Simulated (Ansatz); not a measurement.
**SrCuS$_{2}$: reading a single point**

```
Sr Cu S
1.0
     3.98166    0.00000    0.00000
     1.99083   -9.11705    0.00000
     0.00000    0.00000   -4.37927
Sr Cu S
2 2 4
Direct
  0.33140 0.33720 0.75000
  0.66860 0.66280 0.25000
  0.06100 0.87800 0.75000
  0.93900 0.12200 0.25000
  0.94500 0.11000 0.75000
  0.05500 0.89000 0.25000
  0.17800 0.64400 0.75000
  0.82200 0.35600 0.25000
```

Single point in Ansatz 0.2.0 with r2SCAN, with U_eff = 5.77 eV on Cu d (all-electron-ortho-atomic projectors), no spin polarisation. Cutoff 500 eV, PAW datasets, 7×7×6 Γ-centred k mesh, fermi-dirac filling (width 0.0389 eV).

(1) Is the cell too large or too small?

(2) Is there a gap?

(3) How is the charge shared?

(4) Which atom feels the largest force, and which way?

Origin: a known structure type with other elements, at an estimated volume, so it need not be a known compound. Caveats: a Hubbard term without moments, so a magnetic state may lie lower.

Results:

(1) The pressure is 14.7 GPa (compression positive), so with the atoms held at these fractions the cell would first expand; the forces are large, so a full relaxation may end otherwise. The principal stresses 6.9, 17.0, 20.1 GPa differ, so its shape would change too.

(2) It is a metal, with about 1 states/eV a cell as the mean within 0.25 eV of the Fermi level, mostly S p (69 %) and Cu d (19 %).

(3) Bader charges in e: Sr +1.49, Cu +0.51, S -1.23 to -0.78. In the mean Sr gives up most and S takes most.

(4) The largest is on S7 (and as large on other atoms): 1.15 eV/Å, components (0.00, 1.15, 0.00). It makes 180° with the line to a nearest neighbour, Cu3 at 2.13 Å, pointing away from it.
